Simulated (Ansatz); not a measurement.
Calculated ³⁷Cl nuclear quadrupole resonance for LiAu4Se4Cl4O12

Cell: a Materials Project structure (computed, not necessarily an observed phase), taken as it stands.

```
Li Se Au Cl O
1.0
     4.53145    0.00000    0.00000
     0.67207   10.19088    0.00000
     0.40767    0.70869   11.09795
Li Se Au Cl O
1 4 4 4 12
Direct
  0.19474 0.62205 0.66953
  0.72021 0.12115 0.75469
  0.21045 0.29750 0.09136
  0.81864 0.73491 0.90850
  0.29763 0.86856 0.25964
  0.97950 0.41354 0.81655
  0.02310 0.00750 0.01065
  0.00233 0.59655 0.17841
  0.01024 0.98657 0.51373
  0.31750 0.52409 0.32887
  0.68873 0.50053 0.64822
  0.34970 0.80562 0.54700
  0.68583 0.16698 0.47985
  0.67425 0.04516 0.89956
  0.70868 0.65948 0.04545
  0.02137 0.21235 0.76816
  0.11216 0.82804 0.94382
  0.06356 0.61984 0.84102
  0.93192 0.18713 0.07658
  0.30393 0.35237 0.94643
  0.98314 0.78617 0.22886
  0.91005 0.98113 0.69304
  0.92738 0.41271 0.13574
  0.36340 0.96113 0.12557
  0.10436 0.99646 0.33281
```

Sites (sets of like atoms) are named by element and the number of their first atom in this list.

All values are calculated (Ansatz; DFT, r2SCAN, plane waves and PAW, scalar-relativistic, 500 eV cutoff, Γ-centred 7×4×3 k-points, Fermi–Dirac smearing 0.05 eV), not measured.

³⁷Cl: I = 3/2, Q = -63.93 mb (year-2017 value). Static lattice, zero field.

(1) Predict the zero-field ³⁷Cl lines of each site.

(2) And for Cl-35 (I = 3/2, Q = -81.12 mb) on Cl13?

Results:

(1) For I = 3/2 there is one line, ν = (|C_Q|/2)(1 + η²/3)^½.

```json
{"site": "Cl10", "atoms": "10", "V_zz (10²¹ V/m²)": "30.0", "C_Q (MHz)": "-46.4", "η": "0.05", "line frequencies (MHz)": "23.2"}
{"site": "Cl11", "atoms": "11", "V_zz (10²¹ V/m²)": "18.84", "C_Q (MHz)": "-29.1", "η": "0.28", "line frequencies (MHz)": "14.7"}
{"site": "Cl12", "atoms": "12", "V_zz (10²¹ V/m²)": "23.1", "C_Q (MHz)": "-35.8", "η": "0.18", "line frequencies (MHz)": "18.0"}
{"site": "Cl13", "atoms": "13", "V_zz (10²¹ V/m²)": "30.4", "C_Q (MHz)": "-46.9", "η": "0.04", "line frequencies (MHz)": "23.5"}
```

(2) C_Q scales with Q to -59.6 MHz, with lines at 29.8 MHz.

At Cl10 and Cl13 V_zz points along its bond to Au (within 2°) in each case. At Cl11 V_zz points along its shortest bond, to Au (within 4°).

At this cell the principal stresses reach 5 GPa in size with r2SCAN, which can matter for small gradients. The largest force is 1.1 eV/Å, so the atoms aren't at the calculated equilibrium and relaxing them would move these values. With no gap above 0.1 eV, as in a metal, the gradients converge slowly in k; expect changes of a tenth or more on a denser mesh. Without spin–orbit coupling the gradients at and beside Au can be off by some per cent, at some sites by more.
